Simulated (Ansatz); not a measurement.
TiO₂ (rutile)

```
TiO2
1.0
    4.59734     0.00000     0.00000
    0.00000     4.59734     0.00000
    0.00000     0.00000     2.95429
Ti O
2 4
Direct
  0.00000   0.00000   0.00000
  0.50000   0.50000   0.50000
  0.30461   0.30461   0.00000
  0.80461   0.19539   0.50000
  0.19539   0.80461   0.50000
  0.69539   0.69539   0.00000
```

Equation-of-state scan: isotropic scaling of the cell above, V₀ being its volume. The atoms relax within the cell's symmetry.

The numbers are results of r2SCAN (plane waves to 500 eV, PAW, scalar-relativistic; Ansatz, a first-principles code), not measurements. k mesh 7×7×11 (Γ-centred), Fermi-Dirac smearing 0.05 eV. Stress and pressure are positive under compression. The PAW data are Ansatz's earlier set. TiO2 is run without spin polarisation. TiO2 was relaxed with its symmetry unable to fall.

At one point of the scan the stress tensor (GPa) is:

```
   13.7      0.0      0.0
    0.0     13.7      0.0
    0.0      0.0     17.1
```

Task: Which point is it?
A. V/V₀ = 0.947
B. V/V₀ = 0.840
C. V/V₀ = 0.893
D. V/V₀ = 0.867

Result: A, V/V₀ = 0.947

(Under strain, the slope of the energy per volume gives the stress and its curvature an elastic modulus.)
